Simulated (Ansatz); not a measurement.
ScAg (CsCl type, Pm-3m) under volume change, PBEsol in the plane-wave PAW code Ansatz, scaled uniformly.

| V (Å³/atom) | E − E(relaxed) (meV/atom) | P (GPa) |
|---|---|---|
| 17.602 | 53.8 | 10.78 |
| 18.182 | 22.5 | 6.58 |
| 18.763 | 5.3 | 3.02 |
| 19.343 | 0.0 | 0.00 |
| 19.923 | ? | ? |
| 20.503 | 18.0 | -4.72 |
| 21.084 | ? | ? |

### Question
Some entries are withheld; supply them.

### Answer

- 21.084, E − E(relaxed) (meV/atom): 38.5
- 21.084, P (GPa): -6.55
- 19.923, E − E(relaxed) (meV/atom): 4.8
- 19.923, P (GPa): -2.56

### Question
What does a third-order Birch–Murnaghan fit give for V₀, B₀ and B′?

### Answer
V₀ = 19.34 Å³/atom, B₀ = 92.3 GPa, B′ = 4.5.

The workflow started from an entry of the Crystallography Open Database (COD). Its standing as an ambient phase is unchecked. Symmetry was held in the PBEsol relaxation; its stability against distortions is not shown here. The run is not spin-polarised.

Potentials: the later of the program's two PAW sets.
